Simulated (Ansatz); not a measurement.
Input and command of a plane-wave DFT calculation in Ansatz:

```yaml
crystal:
  lattice:
    - [4.5194405383, 0.0, 0.0]
    - [0.0, 4.5194405383, 0.0]
    - [0.0, 0.0, 4.5194405383]
  atoms:
    - { symbol: Sn, position: [0.0, 0.0, 0.0] }
    - { symbol: Sn, position: [0.5, 0.5, 0.5] }
    - { symbol: C, position: [0.25, 0.25, 0.25] }
    - { symbol: C, position: [0.25, 0.75, 0.75] }
    - { symbol: C, position: [0.75, 0.75, 0.25] }
    - { symbol: C, position: [0.75, 0.25, 0.75] }
basis:
  ecutwfc: 420
kpoints:
  mp_grid: { grid: [4, 4, 4] }
hamiltonian:
  xc: pbe
scf:
  occupations: { method: gaussian, width: 0.1 }
  lower_state_search: "off"
output:
  forces: true
  stress: true
  eigenvalues: true
```

```bash
ansatz run input.yaml --threads 1 --pin off --max-ram 2560MiB --backend cpu --events-out ev --progress --plain --runs-dir out
```

Processor: Intel(R) Xeon(R) Platinum 8259CL CPU @ 2.50GHz (Skylake/Cascade Lake), 1 thread, on a host shared with other jobs.

Q: How long does it run, and how much memory does it take?

A: About 3.2 s on 1 thread of Intel(R) Xeon(R) Platinum 8259CL CPU @ 2.50GHz (Skylake/Cascade Lake), with other jobs on the host, peak memory 0.39 GiB. It solves 28 bands at 10 k points (the mesh reduced by the symmetry that the task leaves, which can be less than the crystal's) with about 1839 plane waves, in 7 SCF iterations.
